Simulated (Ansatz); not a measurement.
Response of AgPt$_{3}$ to small distortions

```yaml
crystal:
  lattice:
    - [3.90000, 0.00000, 0.00000]
    - [0.00000, 3.90000, 0.00000]
    - [0.00000, 0.00000, 3.90000]
  atoms:
    - { symbol: Ag, position: [0.00000, 0.00000, 0.00000] }
    - { symbol: Pt, position: [0.00000, 0.50000, 0.50000] }
    - { symbol: Pt, position: [0.50000, 0.00000, 0.50000] }
    - { symbol: Pt, position: [0.50000, 0.50000, 0.00000] }
```

Atom numbers follow the list: Ag1, Pt2, Pt3, Pt4.

Conventional cell: a = 3.900 Å, b = 3.900 Å, c = 3.900 Å, α = 90.00°, β = 90.00°, γ = 90.00°. Ag (atom 1) has 12 Pt at 2.76 Å as nearest neighbours. Pt (atom 2) has 4 Ag at 2.76 Å and 8 Pt at 2.76 Å as nearest neighbours.

The cell is COD entry 1509516, as deposited and not checked against the literature; nothing was relaxed. It is an old determination, and later ones may differ.

Spin polarisation is left out, and whether a magnetic state lies lower isn't shown here.

No spin–orbit coupling, which matters for the heavy atoms here.

All numbers below come from DFT, LDA, all-electron LAPW, scalar-relativistic (Ansatz 0.2.0).

Settings: a Γ-centred 9×9×9 k mesh, Fermi–Dirac smearing of 0.08 eV, basis error target 0.5 meV/atom, no spin polarisation.

The unchanged cell is at 2.31 GPa.

In a metal, stresses and small energies carry noise from the k mesh.

x, y and z are the Cartesian axes of the cell as listed; fractional coordinates follow a strain, and an engineering shear is twice the off-diagonal strain component.

(1) One change gave: energy change +2 meV/atom; stress change (xx, yy, zz, yz, xz, xy) 0.09, 0.09, 0.09, -1.11, -1.11, -1.11 GPa, compression positive. Which change was it?
A. equal xy, yz and zx engineering shear strains of +2 %
B. equal xy, yz and zx engineering shear strains of -1 %
C. equal xy, yz and zx engineering shear strains of -2 %
D. equal xy, yz and zx engineering shear strains of +1 %

## Answers

(1) D. For equal xy, yz and zx engineering shear strains of -2 %: energy change +6 meV/atom; stress change (xx, yy, zz, yz, xz, xy) 0.37, 0.37, 0.37, 2.17, 2.17, 2.17 GPa, compression positive. For equal xy, yz and zx engineering shear strains of -1 %: energy change +2 meV/atom; stress change (xx, yy, zz, yz, xz, xy) 0.09, 0.09, 0.09, 1.09, 1.09, 1.09 GPa, compression positive. For equal xy, yz and zx engineering shear strains of +2 %: energy change +6 meV/atom; stress change (xx, yy, zz, yz, xz, xy) 0.37, 0.37, 0.37, -2.22, -2.22, -2.22 GPa, compression positive.
